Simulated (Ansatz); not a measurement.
## A vibration from a frozen displacement in Al₃Ni₅

Theory: DFT PBEsol, scalar-relativistic, plane waves, PAW (Ansatz 0.2.0). Settings: plane waves to 420 eV, k-mesh 8×8×10 (Γ-centred), Gaussian smearing 0.15 eV. No spin polarisation. A magnetic state may lie lower. Energies are free energies at this smearing, counted from the undisturbed cell; pressure is positive in compression.

The undisturbed cell (relaxed at this level; it needn't be the usual structure):

```yaml
crystal:
  lattice:
    - [3.29333, -3.69194, 0.00000]
    - [3.29333, 3.69194, 0.00000]
    - [0.00000, 0.00000, 3.72035]
  atoms:
    - { symbol: Al, position: [0.50000, 0.50000, 0.00000] }
    - { symbol: Al, position: [0.77969, 0.22031, 0.50000] }
    - { symbol: Al, position: [0.22031, 0.77969, 0.50000] }
    - { symbol: Ni, position: [0.00000, 0.00000, 0.00000] }
    - { symbol: Ni, position: [0.00000, 0.50000, 0.00000] }
    - { symbol: Ni, position: [0.50000, 0.00000, 0.00000] }
    - { symbol: Ni, position: [0.27624, 0.27624, 0.50000] }
    - { symbol: Ni, position: [0.72376, 0.72376, 0.50000] }
```

Atom 1 (Al) is moved by x along the Cartesian unit vector (0.000, 1.000, 0.000); the cell and all other atoms stay fixed. The cell's volume is 90.47 Å³; the moved atoms weigh 26.982 u together and the others 347.430 u. Some rows repeat others by symmetry and weren't run.

```
  x (Å)  ΔE (meV/cell) total force on the moved atoms along the move (eV/Å) pressure (GPa)
-0.1000          42.18                                                0.8478          0.2241
-0.0833          29.22                                                0.7040          0.1641
-0.0667          18.71                                                0.5623          0.1152
-0.0333           4.66                                                0.2798          0.0498
 0.0000           0.00                                                0.0000          0.0281
 0.0333           4.66                                               -0.2798          0.0498
 0.0667          18.71                                               -0.5623          0.1152
 0.0833          29.22                                               -0.7040          0.1641
 0.1000          42.18                                               -0.8478          0.2241
```

Task: What frequency belongs to this motion?

Result: The force constant is k = −dF/dx = 8.402 eV/Å², from the parabola through x = -0.0333, 0 and 0.0333. In every cell the moved atoms swing against the rest, so the mass is μ = m₁m₂/(m₁ + m₂) = 25.037 u, and ν̃ = 521.5 cm⁻¹ × √(|k|/μ) = 302 cm⁻¹. The pattern needn't be a normal mode: ν̃² is then a weighted mean of the squared nonzero frequencies at the zone centre of this cell, so it lies between the lowest and the highest of them.

Task: How far does the harmonic law reach?

Result: At x = -0.100 Å, kx²/2 = 42.01 meV against the computed 42.18 meV (+0.4 %): the well is still close to harmonic there.

Task: The pressure changes with x². What does that say about the frequency under compression?

Result: With E = k(V)x²/2, k ∝ V^(−2γ) and x scaling with the cell as V^(1/3), P − P0 = −∂E/∂V = (2γ − 2/3) ΔE/V. At x = 0.0667 Å, V(P − P0) = 90.47 × 0.08712 / 160.2 eV = 49.20 meV and ΔE = 18.71 meV, so γ = 1/3 + V(P − P0)/(2ΔE) = 1.65. This is the Grüneisen parameter of the motion under uniform scaling of the cell: shrinking the cell evenly by 1 % in volume raises the frequency by about 1.65 %.

In a metal these slopes depend on the k mesh and the smearing.

Cost: 5 runs of about 10 core-minutes in all, on Intel Xeon Processor @ 2.50GHz (Skylake/Cascade Lake) (shared hosts).